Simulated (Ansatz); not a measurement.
The cell below belongs to a search over invented structures; it isn't taken from experiment.

Input and command of a plane-wave DFT calculation in Ansatz:

```yaml
crystal:
  lattice:
    - [3.5141016528, 0.0, 0.0]
    - [-1.7570508264, 3.0433013028, 0.0]
    - [0.0, 0.0, 16.5383480213]
  atoms:
    - { symbol: Ti, position: [0.6666666667, 0.3333333333, 0.089902148] }
    - { symbol: Ti, position: [0.3333333333, 0.6666666667, 0.910097852] }
    - { symbol: Ti, position: [0.0, 0.0, 0.5] }
    - { symbol: Sb, position: [0.3333333333, 0.6666666667, 0.2107652381] }
    - { symbol: Sb, position: [0.6666666667, 0.3333333333, 0.7892347619] }
    - { symbol: Se, position: [0.0, 0.0, 0.0] }
    - { symbol: Se, position: [0.3333333333, 0.6666666667, 0.5925561633] }
    - { symbol: Se, position: [0.6666666667, 0.3333333333, 0.4074438367] }
basis:
  ecutwfc: 420
kpoints:
  mp_grid: { grid: [12, 12, 2] }
hamiltonian:
  xc: pbe
scf:
  occupations: { method: gaussian, width: 0.1 }
output:
  forces: true
  stress: true
  eigenvalues: true
relax:
  adjacent_minimum: "off"
  f_tol: 0.01
  max_steps: 30
  cell: { stress_tol: 0.1, fix: [volume] }
```

```bash
ansatz run input.yaml --threads 1 --pin off --max-ram 2560MiB --backend cpu --events-out ev --progress --plain --runs-dir out
```

Processor: Intel(R) Xeon(R) Processor @ 2.70GHz, 1 thread, on a host shared with other jobs.

Problem. Estimate time, memory and problem size.

Solution. About 2.7 min, peak memory 0.71 GiB. It solves 69 bands at 38 k points (after reduction by symmetry) with about 3457 plane waves, in 39 SCF iterations over 6 ionic steps.
